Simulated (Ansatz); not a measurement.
BC₅ in space group I-4m2 (No. 119; B on 2c, C on 4e, C on 2b, C on 4f), LDA in the plane-wave PAW code Ansatz, all energies at zero smearing, with the estimated change up to a 700 eV cutoff added, with one set of potentials and settings (totals compare only within such a set). Cell of 6 atoms (1 B, 5 C): -1364.056 eV.

```csv
element,reference phase,E (eV/atom)
B,"R-3m, 12 atoms in the cell",-149.7758
C,"Fd-3m, 2 atoms in the cell",-242.9976
```

Formation energy per atom, worked out: (-1364.056 − 1×(-149.7758) − 5×(-242.9976))/6 = 0.118 eV/atom (11 kJ per mol of atoms), at 0 K, without zero-point energy or fitted corrections.

The workflow started from a Materials Project entry (that database holds measured and hypothetical structures alike); the Crystallography Open Database copy checked does not list it. Its standing as an ambient phase is unchecked. The LDA relaxation kept the symmetry of its start; its stability against distortions is not shown here. The references are the lowest solids computed at this level, not always the standard phases.

Potentials: the later of the program's two PAW sets.
